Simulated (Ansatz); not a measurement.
Relaxed polymorphs of TiAl. Computed with PBE (plane waves to 420 eV, PAW, scalar-relativistic; Ansatz, a quantum-chemistry and plane-wave program). One row is withheld; estimate it from its structure type, its coordination and the trend of the others.

```tsv
structure	coordination	E − E(first row) (eV/atom)	V (Å³/atom)
P4/mmm, tP2, AFLOW prototype AB_tP2_123_a_d (L1_0, as in CuAu)	–	0.00	16.24
Fm-3m, cF8, rock salt type	Al 6 (octahedral), Ti 6 (octahedral)+12	___	___
Pnma, oP8	–	0.20	17.27
R3m, hR6	–	0.49	18.47
P6mm, hP8	–	0.46	17.14
```

**Question.** Some entries are withheld; supply them.

**Answer.** 
- Fm-3m, cF8, rock salt type, E − E(first row) (eV/atom): 0.64
- Fm-3m, cF8, rock salt type, V (Å³/atom): 18.52

The withheld cell: Fm-3m (No. 225), cF8, rock salt type; a = 5.291 Å, b = 5.291 Å, c = 5.291 Å, α = 90.00°, β = 90.00°, γ = 90.00°; Al 4a (0.000, 0.000, 0.000); Ti 4b (0.500, 0.500, 0.500). Coordination numbers (neighbours up to the widest gap in distance over summed covalent radii, below 1.35; n+m marks a second, longer set).

Each run could gain symmetry but not lose that of its start, so entries can be saddle points. From databases, or of a type measured for this composition: P4/mmm, tP2, AFLOW prototype AB_tP2_123_a_d (L1_0, as in CuAu); the others are generated cells (placed on structure types, drawn at random, substituted or restacked) that were not matched to a known phase here. Static energies at zero pressure. Each cell has its own k-point mesh; energy differences are given only to the digits this allows. No spin polarisation in the result. A magnetic state may lie lower.
